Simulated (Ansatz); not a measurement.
NaCl:
```yaml
crystal:
  lattice:
    - [0.00000, 2.80096, 2.80096]
    - [2.80096, 0.00000, 2.80096]
    - [2.80096, 2.80096, 0.00000]
  atoms:
    - { symbol: Na, position: [0.00000, 0.00000, 0.00000] }
    - { symbol: Cl, position: [0.50000, 0.50000, 0.50000] }
```

x, y and z are the axes in which the lattice vectors are written.

### Question
Give the high-frequency dielectric tensor and the Born effective charge tensors of the independent atoms from DFPT, DFT-PBEsol in the program Ansatz with PAW potentials.

### Answer

ε∞:
```
2.56  0.00  0.00
0.00  2.56  0.00
0.00  0.00  2.56
```
Z* of atom 1 (Na), rows: field, columns: displacement, in e:
```
1.09  0.00  0.00
0.00  1.09  0.00
0.00  0.00  1.09
```
Z* of atom 2 (Cl), rows: field, columns: displacement, in e:
```
-1.09   0.00   0.00
 0.00  -1.09   0.00
 0.00   0.00  -1.09
```

Space group Fm-3m (rock salt). The PBEsol relaxation kept the symmetry of its start.

Potentials: the earlier of the program's two PAW sets. The files were generated under PBE; for other functionals the program regenerates the frozen cores, and for LDA and PBEsol the local potential too.
